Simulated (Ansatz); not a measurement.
Input file for Ansatz (a quantum-chemistry and plane-wave program):

Ansatz 0.2 input:
```yaml
crystal:
  lattice:
    - [4.3285638075, 0.0, 0.0]
    - [-2.1642819037, 3.7486462192, 0.0]
    - [0.0, 0.0, 5.2431203729]
  atoms:
    - { symbol: Ba, position: [0.3333333333, 0.6666666667, 0.0025856729] }
    - { symbol: Ga, position: [0.0, 0.0, 0.5499785799] }
    - { symbol: Ge, position: [0.6666666667, 0.3333333333, 0.4494982231] }
    - { symbol: H, position: [0.0, 0.0, 0.8778275241] }
kpoints:
  mp_grid: { grid: [6, 6, 4] }
  band_path:
    path:
      - [[0.0, 0.0, 0.0], [0.5, 0.0, 0.0], [0.3333333333, 0.3333333333, 0.0], [0.0, 0.0, 0.0], [0.0, 0.0, 0.5], [0.5, 0.0, 0.5], [0.3333333333, 0.3333333333, 0.5], [0.0, 0.0, 0.5]]  # Γ-M-K-Γ-A-L-H-A
      - [[0.5, 0.0, 0.5], [0.5, 0.0, 0.0]]  # L-M
      - [[0.3333333333, 0.3333333333, 0.5], [0.3333333333, 0.3333333333, 0.0]]  # H-K
      - [VBM, CBM]
    npoints: 8
hamiltonian:
  xc: r2scan
  pseudopotentials: { kind: paw }
magnetization: { noncollinear: true, spin_orbit: true }
scf:
  n_extra_bands: 12
  convergence: { dr2_threshold: 0.0000000001 }
  occupations: { method: gaussian, width: 0.01 }
checkpoint: { write: soc.run }
output: { eigenvalues: true }
```

Output (shortened):

```
Pseudopotentials: kind: paw_fr
Pseudopotential: Ba, paw_fr, valence charge 10
Pseudopotential: Ga, paw_fr, valence charge 13
Pseudopotential: Ge, paw_fr, valence charge 14
Pseudopotential: H, paw_fr, valence charge 1
Functional definition: r2SCAN
non-collinear run that drives no moment, with spin-orbit …
Crystal: 4 atoms, lattice volume = 85.076 Å³
Basis set: ecut = 500 eV, 2173 PW (Γ), exchange–correlation on 128×128×160 points (64 copies of the dense FFT grid, shifted against one another)
Bands: 50, of which v1, the nominal top of the filled ones, is band 38 counted from 1 (37 counted from 0)
Symmetry: 6 space group operations + 6 with time reversal
k-points: 24 of 144 (time reversal used)
Projection manifold: j_resolved (fully-relativistic pseudo-atomic orbitals)
PAW frozen core: Ba, regenerated for the run's functional
PAW frozen core: Ga, regenerated for the run's functional
PAW frozen core: Ge, regenerated for the run's functional
Initial density: superposition of atomic densities (chi_scale 0.1, normalization cell, long waves kept (reshape's long-wave potential 0.00 eV rms))
Initial wavefunctions: pseudopotential atomic-orbital guess
Eigensolver: davidson
Functional: x = r2scan, c = r2scan; τ floored in thin density (d = 2e-4 eV/Å³)
SCF iter   1: F=—  HF=-14058.129277 eV  |F-HF|=—  |Δ(HF+E_count)|=         —  Δρ=4.76e-2  dr2=3.40e0  dr2_τ=4.33e-3  dr2_m=0.00e0 (ungated)  ethr=3.10e-3  |M|=0.00e0 ∫|m|=0.00e0 μB  |m|>n=0.0e0 m-floor=0.0e0 τ_xc=0.0e0  β_m=0.30  ⟨swp⟩=9.1  Hψ=6444  notcnv=0  defer=11
all-band conjugate gradients solve this SCF's bands
preconditioner: auto → Resta (q_TF=auto, 2.385 Å⁻¹)
spin=Noncollinear: Resta preconditioning applied to the charge; magnetization (m_x, m_y, m_z) channels mix plain (no charge-response kernel on spin).
SCF iter   2: F=—  HF=-14057.666269 eV  |F-HF|=—  |Δ(HF+E_count)|=   4.63e-1  Δρ=3.20e-2  dr2=1.32e0  dr2_τ=1.56e-3  dr2_m=0.00e0 (ungated)  ethr=3.10e-3  |M|=0.00e0 ∫|m|=0.00e0 μB  |m|>n=0.0e0 m-floor=0.0e0 τ_xc=0.0e0  β_m=0.52  ⟨swp⟩=4.0  Hψ=2501  notcnv=0  defer=148
SCF iter   3: F=—  HF=-14057.385370 eV  |F-HF|=—  |Δ(HF+E_count)|=   2.81e-1  Δρ=8.46e-3  dr2=6.99e-2  dr2_τ=2.04e-4  dr2_m=0.00e0 (ungated)  ethr=3.10e-3  |M|=0.00e0 ∫|m|=0.00e0 μB  |m|>n=0.0e0 m-floor=0.0e0 τ_xc=0.0e0  β_m=0.56  ⟨swp⟩=4.3  Hψ=2220  notcnv=0  defer=148
SCF iter   4: F=—  HF=-14057.401088 eV  |F-HF|=—  |Δ(HF+E_count)|=   1.57e-2  Δρ=3.83e-3  dr2=9.36e-3  dr2_τ=4.05e-5  dr2_m=0.00e0 (ungated)  ethr=1.84e-4  |M|=0.00e0 ∫|m|=0.00e0 μB  |m|>n=0.0e0 m-floor=0.0e0 τ_xc=0.0e0  β_m=0.72  ⟨swp⟩=3.3  Hψ=2332  notcnv=0  defer=142
SCF iter   5: F=—  HF=-14057.405314 eV  |F-HF|=—  |Δ(HF+E_count)|=   4.23e-3  Δρ=1.05e-3  dr2=1.10e-3  dr2_τ=5.36e-6  dr2_m=0.00e0 (ungated)  ethr=2.46e-5  |M|=0.00e0 ∫|m|=0.00e0 μB  |m|>n=0.0e0 m-floor=0.0e0 τ_xc=0.0e0  β_m=0.65  ⟨swp⟩=2.1  Hψ=1971  notcnv=0  defer=142
SCF iter   6: F=—  HF=-14057.404921 eV  |F-HF|=—  |Δ(HF+E_count)|=   3.93e-4  Δρ=3.40e-4  dr2=1.00e-4  dr2_τ=5.55e-7  dr2_m=0.00e0 (ungated)  ethr=2.89e-6  |M|=0.00e0 ∫|m|=0.00e0 μB  |m|>n=0.0e0 m-floor=0.0e0 τ_xc=0.0e0  β_m=0.75  ⟨swp⟩=2.5  Hψ=2098  notcnv=0  defer=142
SCF iter   7: F=—  HF=-14057.404971 eV  |F-HF|=—  |Δ(HF+E_count)|=   4.99e-5  Δρ=1.18e-4  dr2=1.01e-5  dr2_τ=5.36e-8  dr2_m=0.00e0 (ungated)  ethr=2.64e-7  |M|=0.00e0 ∫|m|=0.00e0 μB  |m|>n=0.0e0 m-floor=0.0e0 τ_xc=0.0e0  β_m=0.81  ⟨swp⟩=2.0  Hψ=2020  notcnv=0  defer=142
SCF iter   8: F=—  HF=-14057.404981 eV  |F-HF|=—  |Δ(HF+E_count)|=   9.56e-6  Δρ=3.52e-5  dr2=9.52e-7  dr2_τ=2.72e-9  dr2_m=0.00e0 (ungated)  ethr=2.65e-8  |M|=0.00e0 ∫|m|=0.00e0 μB  |m|>n=0.0e0 m-floor=0.0e0 τ_xc=0.0e0  β_m=0.91  ⟨swp⟩=2.0  Hψ=1922  notcnv=0  defer=142
SCF iter  11: F=-14057.404997 eV  HF=-14057.404997 eV  |F-HF|=1.64e-11  |Δ(HF+E_count)|=   1.73e-9  Δρ=2.60e-7  dr2=7.23e-11  dr2_τ=6.06e-13  dr2_m=0.00e0 (ungated)  ethr=1.00e-12  |M|=0.00e0 ∫|m|=0.00e0 μB  |m|>n=0.0e0 m-floor=0.0e0 τ_xc=0.0e0  ⟨swp⟩=10.5  Hψ=5537  notcnv=0
SCF 1 converged in 11 iterations: F = -14057.404997 eV  dr2 = 7.23e-11
NSCF: frozen V_eff on 34 k-points
NSCF: frozen V_eff on 34 k-points
NSCF: frozen V_eff on 34 k-points
NSCF: frozen V_eff on 32 k-points
NSCF: frozen V_eff on 15 k-points
NSCF: frozen V_eff on 4 k-points
NSCF: frozen V_eff on 4 k-points
NSCF: frozen V_eff on 4 k-points
NSCF: frozen V_eff on 4 k-points
NSCF: frozen V_eff on 4 k-points
NSCF: frozen V_eff on 84 k-points
SCF converged after 11 iterations
Magnetization: |M| = 0.0000 μB,  M = (+0.0000, +0.0000, +0.0000) μB
Absolute magnetization: 0.0000 μB (∫|m|)
  site 0: m = (+0.0000, +0.0000, +0.0000) μB, |m| = 0.0000 μB  (R = 1.07 Å)
  site 1: m = (+0.0000, +0.0000, +0.0000) μB, |m| = 0.0000 μB  (R = 0.71 Å)
  site 2: m = (+0.0000, +0.0000, +0.0000) μB, |m| = 0.0000 μB  (R = 1.05 Å)
  site 3: m = (+0.0000, +0.0000, +0.0000) μB, |m| = 0.0000 μB  (R = 0.71 Å)
Free energy (F): -14057.404997 eV
Harris-Foulkes:  -14057.404997 eV  (|F-HF|=1.64e-11)
Internal energy: -14057.404997 eV  (E = F + TS)
E sigma→0 (E₀):  -14057.404997 eV
Fermi energy:    8.790786 eV
--- Per-component energies (eV) ---
  E_band       = -246.128244
  E_kinetic    = 409.831498
  E_local      = -5142.404442  (includes V_loc(G=0)·N_el)
  E_nonlocal   = 902.752071
  E_hartree    = 2321.467583
  E_xc         = -298.817246
  E_vxc        = -288.972619  (∫ρ·V_xc dr)
  E_paw        = -9270.347264  (= ΣΔE_a)
  E_vpaw       = -784.916560  (= ΣTr[D̂ρ^β])
  E_aug_tail   = -0.000491  (compensation charges beyond the density's cutoff)
  E_vtau       = 14.647040  (kinetic-family band-sum trace: ∫τ·v_τ [+ j·A + Jᵃ·Aᵃ] dr)
  E_ewald      = -2978.246568
  E_core_change = -1.640139  (= ΣΔE_core)
  E_smearing   =  0.000000  (= −TS)
  E_closure    = 0.000000  (closes the sum)
  Σ components = -14057.404997   (vs F -14057.404997, Δ=0.00e0)
  [band-id]    e_kinetic+e_local+e_nonlocal+2·e_hartree+e_vxc+e_vpaw+e_augmentation_tail+e_vtau = -246.128338   (vs E_band -246.128244, Δ=-9.33e-5)
--- Band table (eV; the first three rows and the last of 24) ---
  k-point 0: bands = ["-19.8640", "-19.8640", "-15.9697", "-15.9697", "-15.9132", "-15.9132", "-15.3969", "-15.3969", "-15.3448", "-15.3448", "-15.3244", "-15.3244", "-6.8562", "-6.8562", "-6.8202", "-6.8202", "-6.4124", "-6.4124", "-6.3681", "-6.3681", "-6.3486", "-6.3486", "-6.0271", "-6.0271", "-4.1554", "-4.1554", "-3.8770", "-3.8770", "-1.7432", "-1.7432", "3.7614", "3.7614", "7.4223", "7.4223", "8.0091", "8.0091", "8.1198", "8.1198", "9.2511", "9.2511", "12.1812", "12.1812", "12.2706", "12.2706", "12.9278", "12.9278", "12.9766", "12.9766", "13.0291", "13.0291"]
  k-point 1: bands = ["-19.8623", "-19.8623", "-15.9697", "-15.9697", "-15.9132", "-15.9132", "-15.3969", "-15.3969", "-15.3448", "-15.3448", "-15.3243", "-15.3243", "-6.8563", "-6.8563", "-6.8204", "-6.8193", "-6.4141", "-6.4141", "-6.3641", "-6.3641", "-6.3503", "-6.3488", "-6.0704", "-6.0704", "-4.2951", "-4.2951", "-3.8725", "-3.8720", "-1.3159", "-1.3159", "3.2411", "3.2411", "7.8192", "7.8192", "8.1829", "8.1829", "8.3032", "8.3042", "9.3267", "9.3267", "11.1809", "11.1809", "11.2297", "11.2528", "11.8974", "11.8974", "12.1284", "12.1568", "12.1984", "12.1984"]
  k-point 2: bands = ["-19.8606", "-19.8606", "-15.9697", "-15.9697", "-15.9132", "-15.9132", "-15.3969", "-15.3969", "-15.3449", "-15.3449", "-15.3243", "-15.3243", "-6.8564", "-6.8564", "-6.8195", "-6.8195", "-6.4160", "-6.4160", "-6.3598", "-6.3598", "-6.3505", "-6.3505", "-6.1154", "-6.1154", "-4.4029", "-4.4029", "-3.8674", "-3.8674", "-0.8590", "-0.8590", "2.7022", "2.7022", "8.3545", "8.3545", "8.4970", "8.4970", "8.5429", "8.5429", "9.0387", "9.0387", "10.6211", "10.6211", "10.6531", "10.6531", "11.5677", "11.5677", "11.5777", "11.5777", "11.6456", "11.6456"]
  k-point 23: bands = ["-19.8034", "-19.8034", "-15.9693", "-15.9687", "-15.9130", "-15.9121", "-15.3960", "-15.3958", "-15.3458", "-15.3444", "-15.3232", "-15.3227", "-6.8544", "-6.8487", "-6.8287", "-6.8062", "-6.4400", "-6.4368", "-6.4129", "-6.3667", "-6.3545", "-6.3467", "-6.2175", "-6.1117", "-4.4734", "-4.2998", "-4.2886", "-4.2421", "0.5069", "0.5112", "1.3130", "1.3358", "4.9783", "5.1145", "5.9620", "5.9912", "7.8387", "7.9657", "12.3168", "12.3184", "12.5901", "12.6206", "12.8876", "12.8951", "13.5722", "13.5882", "13.7236", "13.7405", "13.8881", "13.9930"]
  band table: 50 of 50 bands, residual norms ≤ 1.0e-3 eV
```

Cost: about 4 core-minutes (a rough figure) on shared cores.

Space group P3m1. The first step of the workflow began from a Materials Project structure, measured or hypothetical; the Crystallography Open Database files this formula in space group No. 156, but the cells were not matched. Its standing as an ambient phase is unchecked. The cell was relaxed with r²SCAN under the symmetry of its start; its stability against distortions is not shown here.

Potentials: the later of the program's two PAW sets.

Ansatz is a plane-wave DFT program.
